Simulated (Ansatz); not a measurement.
# PIr₂: relaxed-ion elastic tensor

All numbers below come from DFT PBEsol, scalar-relativistic, plane waves, PAW in Ansatz. Settings: 420 eV plane-wave cutoff, Γ-centred 14×14×14 mesh, Fermi-Dirac smearing of 0.15 eV. No spin polarisation.

The cell, relaxed at this level:
```
P Ir
1.0
     0.00000    2.76691    2.76691
     2.76691    0.00000    2.76691
     2.76691    2.76691    0.00000
P Ir
1 2
Direct
  0.00000 0.00000 0.00000
  0.25000 0.25000 0.25000
  0.75000 0.75000 0.75000
```

In a metal, frequencies and elastic constants depend on the k mesh and the smearing, soft modes and shear constants most. Spin–orbit coupling is left out, which can shift energies with elements as heavy as these.

(1) Give the relaxed-ion elastic constants (GPa, Voigt order xx yy zz yz xz xy, on the axes of the cell above).

(2) Is the crystal stable against homogeneous strain?

(3) And the moduli of a polycrystal (Hill averages)?

Results:

(1)
```
623.6 144.2 144.2   0.0   0.0   0.0
144.2 623.6 144.2   0.0   0.0   0.0
144.2 144.2 623.6   0.0   0.0   0.0
  0.0   0.0   0.0  53.2   0.0   0.0
  0.0   0.0   0.0   0.0  53.2   0.0
  0.0   0.0   0.0   0.0   0.0  53.2
```

(2) Yes: the least eigenvalue of the tensor is 53.2 GPa.

(3) B = 304 GPa, G = 103 GPa, E = 277 GPa, ν = 0.35.

Cost: 1 run of about 2 core-minutes, on Intel Xeon Platinum 8375C (Ice Lake) (shared hosts).